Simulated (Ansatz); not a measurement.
**How far is PAW off for YSi2?**

```yaml
crystal:
  lattice:
    - [3.83000, 0.00000, 0.00000]
    - [-1.91500, 3.31688, 0.00000]
    - [0.00000, 0.00000, 4.05720]
  atoms:
    - { symbol: Y, position: [0.00000, 0.00000, 0.00000] }
    - { symbol: Si, position: [0.33333, 0.66667, 0.50000] }
    - { symbol: Si, position: [0.66667, 0.33333, 0.50000] }
```

Atom numbers follow the list: Y1, Si2, Si3.

The cell comes from COD entry 4344493, which wasn't checked; take it as a given geometry. The listed cell was then made from it by scaling, straining or moving an atom.

Spin polarisation is left out, and whether a magnetic state lies lower isn't shown here.

All numbers are computed: DFT, PBEsol, PAW with Ansatz's default frozen-core files, scalar-relativistic (Ansatz 0.2.0); DFT, PBEsol, all-electron PAW with datasets made for the crystal, scalar-relativistic (Ansatz 0.2.0); DFT, PBEsol, all-electron LAPW, scalar-relativistic (Ansatz 0.2.0).

For PAW: a Γ-centred 12×12×10 k mesh, Fermi–Dirac smearing of 0.05 eV, cutoff 420 eV, no spin polarisation; the PAW files were made with PBE, and the program remakes their frozen cores for this functional. The crystal-made all-electron datasets (AE datasets) take a cutoff of 220 eV at this cell. LAPW targets a basis error of 1 meV/atom. The Ansatz runs share mesh, smearing and spin set-up. Plane-wave (PAW) pressures include the program's estimate of the Pulay term.

Stress and pressure are positive in compression.

Spin–orbit coupling is left out, which moves gradients at and beside heavy atoms by some per cent and at worst by a factor of two.

In a metal, gradients converge slowly with the k mesh: the values move by tens of per cent from one mesh to another, at times in sign, so only the comparison on one mesh counts.

| quantity | PAW | AE datasets | LAPW |
| --- | --- | --- | --- |
| pressure (GPa) | 11.45 | 11.39 | 11.40 |
| stress xx (GPa) | 16.62 | 16.54 | 16.54 |
| stress zz (GPa) | 1.12 | 1.11 | 1.11 |
| largest principal field gradient Vzz at Y1 (10²¹ V/m²) | -0.57 | -0.56 | – |
| largest principal field gradient Vzz at Si2 (10²¹ V/m²) | -0.73 | -0.86 | – |

PAW's pressure differs from the LAPW value by +0.06 GPa. Datasets made for the crystal and LAPW share parts of one code, so their agreement isn't an independent check.
